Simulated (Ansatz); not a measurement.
Ansatz (a first-principles code) input:

Ansatz 0.2 input:
```yaml
crystal:
  lattice:
    - [6.7039197728, 0.0, 0.0]
    - [-3.3519598864, 5.8057648281, 0.0]
    - [0.0, 0.0, 3.4751253766]
  atoms:
    - { symbol: Ge, position: [0.6666666667, 0.3333333333, 0.0] }
    - { symbol: Ge, position: [0.3333333333, 0.6666666667, 0.0] }
    - { symbol: Ge, position: [0.0, 0.0, 0.5] }
    - { symbol: Pd, position: [0.6078543413, 0.0, 0.5] }
    - { symbol: Pd, position: [0.3921456587, 0.3921456587, 0.5] }
    - { symbol: Pd, position: [0.0, 0.6078543413, 0.5] }
    - { symbol: Pd, position: [0.0, 0.2684030617, 0.0] }
    - { symbol: Pd, position: [0.2684030617, 0.0, 0.0] }
    - { symbol: Pd, position: [0.7315969383, 0.7315969383, 0.0] }
kpoints:
  mp_grid: { grid: [7, 7, 12] }
hamiltonian:
  xc: r2scan
  pseudopotentials: { kind: paw }
scf:
  occupations: { method: gaussian, width: 0.05 }
checkpoint: { read: metal.run }
output: { bader: true, populations: true }
```

Output (shortened):

```
Pseudopotential: Ge, paw, valence charge 14
Pseudopotential: Pd, paw, valence charge 18
Functional definition: r2SCAN
Crystal: 9 atoms, lattice volume = 135.257 Å³
Basis set: ecut = 500 eV, 3457 PW (Γ), exchange–correlation on 200×200×108 points (64 copies of the dense FFT grid, shifted against one another)
Bands: 90, of which v1, the nominal top of the filled ones, is band 75 counted from 1 (74 counted from 0)
Symmetry: 12 space group operations
Space group: P-62m (ITA 189), of the structure as read, at distance tolerance 5.1e-5 Å
k-points: 56 of 588 (time reversal used)
Stability of the state it starts from, as read at its close in the unpolarized treatment …
iter 1 solved again at ethr=5.67e-9 eV; its pass at ethr=3.10e-3 eV (dr2=8.51e-6 eV) is discarded
SCF iter   1: F=—  HF=-54827.919670 eV  |F-HF|=—  |Δ(HF+E_count)|=         —  Δρ=2.02e-7  dr2=6.49e-11  dr2_τ=9.89e-12  ethr=5.67e-9  ⟨swp⟩=3.4  Hψ=33271  notcnv=0
preconditioner: auto → Kerker (q_TF=auto, 2.776 Å⁻¹)
SCF iter   2: F=-54827.919670 eV  HF=-54827.919670 eV  |F-HF|=2.91e-11  |Δ(HF+E_count)|=   4.11e-7  Δρ=1.40e-7  dr2=3.07e-11  dr2_τ=1.34e-11  ethr=1.00e-12  ⟨swp⟩=5.8  Hψ=16792  notcnv=0
SCF 1 converged in 2 iterations: F = -54827.919670 eV  dr2 = 3.07e-11
SCF converged after 2 iterations
Free energy (F): -54827.919670 eV
Harris-Foulkes:  -54827.919670 eV  (|F-HF|=2.91e-11)
Internal energy: -54827.915861 eV  (E = F + TS)
E sigma→0 (E₀):  -54827.917765 eV
Entropy (-TS):   -0.003809 eV (-0.423 meV/atom)
Fermi energy:    17.986858 eV
--- Per-component energies (eV) ---
  E_band       = -1264.896198
  E_kinetic    = 3432.581779
  E_local      = -16973.066213  (includes V_loc(G=0)·N_el)
  E_nonlocal   = 2568.397663
  E_hartree    = 7133.742453
  E_xc         = -1172.768118
  E_vxc        = -1606.333471  (∫ρ·V_xc dr)
  E_paw        = -28739.351861  (= ΣΔE_a)
  E_vpaw       = -3069.544300  (= ΣTr[D̂ρ^β])
  E_aug_tail   = 0.000706  (compensation charges beyond the density's cutoff)
  E_vtau       = 115.583386  (kinetic-family band-sum trace: ∫τ·v_τ [+ j·A + Jᵃ·Aᵃ] dr)
  E_ewald      = -21071.482452
  E_core_change = -5.969817  (= ΣΔE_core)
  E_smearing   = -0.003809  (= −TS)
  E_closure    =  0.000000  (closes the sum)
  Σ components = -54827.919670   (vs F -54827.919670, Δ=0.00e0)
  [band-id]    e_kinetic+e_local+e_nonlocal+2·e_hartree+e_vxc+e_vpaw+e_augmentation_tail+e_vtau = -1264.895545   (vs E_band -1264.896198, Δ=6.52e-4)
--- Band table (eV; the first three rows and the last of 56) ---
  k-point 0: bands = ["-69.2828", "-69.2797", "-69.2797", "-68.8304", "-68.8303", "-68.8303", "-34.3171", "-34.2752", "-34.2752", "-34.2177", "-34.2177", "-34.2083", "-34.1202", "-34.1053", "-34.1053", "-33.7602", "-33.7602", "-33.7505", "-33.7487", …
  k-point 1: bands = ["-69.2828", "-69.2796", "-69.2796", "-68.8304", "-68.8303", "-68.8303", "-34.3166", "-34.2754", "-34.2754", "-34.2176", "-34.2176", "-34.2077", "-34.1206", "-34.1074", "-34.1074", "-33.7605", "-33.7605", "-33.7524", "-33.7479", …
  k-point 2: bands = ["-69.2826", "-69.2795", "-69.2795", "-68.8304", "-68.8302", "-68.8302", "-34.3150", "-34.2760", "-34.2760", "-34.2172", "-34.2172", "-34.2060", "-34.1217", "-34.1129", "-34.1129", "-33.7613", "-33.7613", "-33.7572", "-33.7457", …
  k-point 55: bands = ["-69.2817", "-69.2791", "-69.2791", "-68.8301", "-68.8300", "-68.8297", "-34.3112", "-34.2764", "-34.2751", "-34.2182", "-34.2173", "-34.1982", "-34.1412", "-34.1289", "-34.1262", "-33.7712", "-33.7660", "-33.7654", "-33.7495", …
--- Löwdin populations: 9 sites ---
  site symbol       q [e]
     0     Ge     14.9821
     1     Ge     14.9821
     2     Ge     15.1001
     3     Pd     17.3498
     4     Pd     17.3498
     5     Pd     17.3498
     6     Pd     17.3273
     7     Pd     17.3273
     8     Pd     17.3273
  spilling = 0.006030 (of n_electrons = 150.000000)
--- Bader charges: 9 sites ---
  site symbol  charge [e]  shift [e]
     0     Ge      0.4301     0.0007
     1     Ge      0.4302     0.0007
     2     Ge      0.4555     0.0017
     3     Pd     -0.1632     0.0003
     4     Pd     -0.1632     0.0003
     5     Pd     -0.1632     0.0003
     6     Pd     -0.2754     0.0008
     7     Pd     -0.2754     0.0008
     8     Pd     -0.2754     0.0008
  shift: an alarm, by how much a part of what the PAW files miss would move the charge. Where it is large, compare
  with a run on PAW files of another source; a small one proves nothing
  estimated error of the sums over rays = 6.4e-4 e
```

Cost: about 3 core-minutes (a rough figure) on shared cores.

The first step of the workflow began from a Materials Project structure, measured or hypothetical; the Crystallography Open Database copy checked does not list it. Whether it is the stable phase at ambient conditions was not checked. The cell was relaxed with r²SCAN under the symmetry of its start; its stability against distortions is not shown here. The run is not spin-polarised. Scalar-relativistic: spin–orbit coupling is off unless named, which matters more the heavier the elements.

Potentials: the later of the program's two PAW sets.

Ansatz is a plane-wave DFT program.
